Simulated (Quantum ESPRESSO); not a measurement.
# Ti2TaO5F3: convergence and cost over cutoff and k mesh

A calculation, not a measurement. The program is pw.x of Quantum ESPRESSO 7.5 (plane-wave density functional theory). The cell is made up: 11 atoms on a rutile lattice with one site empty, with randomly drawn elements, strain and displacements, not relaxed. PseudoDojo standard norm-conserving files (v0.5 for PBE, v0.4.1 for LDA and PBEsol) set the functional; there is no spin polarisation, spin-orbit coupling or dispersion term, and the masses in the input are unused placeholders.

Input of the run in row 4:

```
&control calculation='scf', pseudo_dir='./dojo.nc.sr.pbe.v0_5.standard.upf', outdir='./o', disk_io='low', tprnfor=.true., tstress=.true. /
&system ibrav=0, nat=11, ntyp=4, nbnd=50, ecutwfc=84.00895049, nosym=.true., tot_charge=0,
 occupations='smearing', smearing='fd', degauss=0.0018374661
/
&electrons conv_thr=7.350e-09, electron_maxstep=60, /
ATOMIC_SPECIES
F 1.0 F.upf
O 1.0 O.upf
Ta 1.0 Ta.upf
Ti 1.0 Ti.upf
CELL_PARAMETERS angstrom
4.8446 0.0 0.0
0.0 4.8446 0.0
0.0 0.0 6.245
ATOMIC_POSITIONS angstrom
Ti 0.0732 0.107 0.044
Ta 2.4631 2.5095 1.5763
Ti 2.345 2.5543 4.7082
O 1.5045 1.4144 -0.1433
O 3.3932 3.3481 0.0536
O 3.9745 1.1046 1.5076
O 0.9421 4.0513 1.63
O 1.6042 1.6162 3.155
F 3.371 3.3251 2.9972
F 3.8134 0.9389 4.5651
F 0.9859 3.7725 4.7325
K_POINTS automatic
5 5 4 1 1 1
```

The same cell was run at these settings. Meshes are shifted by half a step, and differences are from the last row, which is itself not exact.

| cutoff (eV) | k mesh | k points solved | threshold (eV) | free energy less the last row's (eV) | pressure (GPa) | largest stress difference (GPa) | largest force difference (eV/Å) | iterations | wall time (s) | k-point pools | processor |
| --- | --- | --- | --- | --- | --- | --- | --- | --- | --- | --- | --- |
| 800 | 2 x 2 x 2 | 4 | 1e-04 | 1.657 | -27.60 | 13.54 | 0.145 | 16 | 17 | 4 | Intel Xeon, 2023 or later |
| 1143 | 1 x 1 x 1 | 1 | 1e-07 | 0.256 | -13.52 | 2.64 | 0.876 | 21 | 30 | 4 | Intel Xeon, 2023 or later |
| 735 | 5 x 5 x 4 | 50 | 1e-07 | 3.873 | -39.86 | 25.67 | 0.168 | 22 | 118 | 4 | Intel Xeon, 2023 or later |
| 1143 | 5 x 5 x 4 | 50 | 1e-07 | 0.003 | -14.27 | 0.03 | 0.002 | 21 | 209 | 4 | Intel Xeon, 2023 or later |
| 1437 | 7 x 7 x 6 | 147 | 1e-07 | 0.000 | -14.24 | 0.00 | 0.000 | 21 | 775 | 4 | Intel Xeon, 2023 or later |

Each pool is one process. Wall times include start-up and a band step at six k points, which weighs most on the coarsest meshes. The runs were on shared virtual cores whose load varied, so times are rough.